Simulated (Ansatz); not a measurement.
A crystal relaxed with r2SCAN in the PAW code Ansatz has space group Cmmm (No. 65) and a = 6.011 Å, b = 6.115 Å, c = 5.504 Å.

| atom | site | x | y | z |
| --- | --- | --- | --- | --- |
| Xx | 4l | 0.5000 | 0.0000 | 0.2559 |
| Ti | 2a | 0.0000 | 0.0000 | 0.0000 |
| O | 8o | 0.2009 | 0.0000 | 0.2680 |
| O | 4i | 0.5000 | 0.8185 | 0.0000 |
| Xx | 2d | 0.0000 | 0.0000 | 0.5000 |
| O | 4j | 0.5000 | 0.8055 | 0.5000 |

r2SCAN gives a direct gap of 2.23 eV at Γ. The lowest empty level at Y lies only 34 meV higher, so the place of the conduction bottom isn't settled. With HSE06 the gap is 3.61 eV and direct, at Γ. With PBE the gap is 1.79 eV and direct, at Γ. The lowest empty level at Y lies only 27 meV higher, so the place of the conduction bottom isn't settled. Meshes: r2SCAN 6×6×6, HSE06 4×4×4, PBE 6×6×6. r2SCAN's ε∞ is 3.9, 4.1 and 4.5 along x, y and z.

Task: Which element is Xx?
A. Si
B. Ge
C. C
D. Pb

Result: A. Xx is Si: a 12-atom cell of TiSi₃O₈ built on the rutile structure (relaxed group Cmmm). Si is surrounded by 6 O at 1.79–1.80 Å; Ti is surrounded by 6 O at 1.91–1.95 Å; O is surrounded by 2 Si at 1.76–1.80 Å and 1 Ti at 1.91 Å; O is surrounded by 2 Si at 1.79 Å and 1 Ti at 1.95 Å; Si is surrounded by 6 O at 1.76–1.87 Å; O is surrounded by 3 Si at 1.79–1.87 Å.

(Calculated; spin-unpolarised; the phase may be known or hypothetical.)

The meshes of the hybrids are coarse, so their gaps aren't converged to the digits shown.

For a response run the program warns that the ground state's bands aren't all converged, so ε∞ carries an extra error.
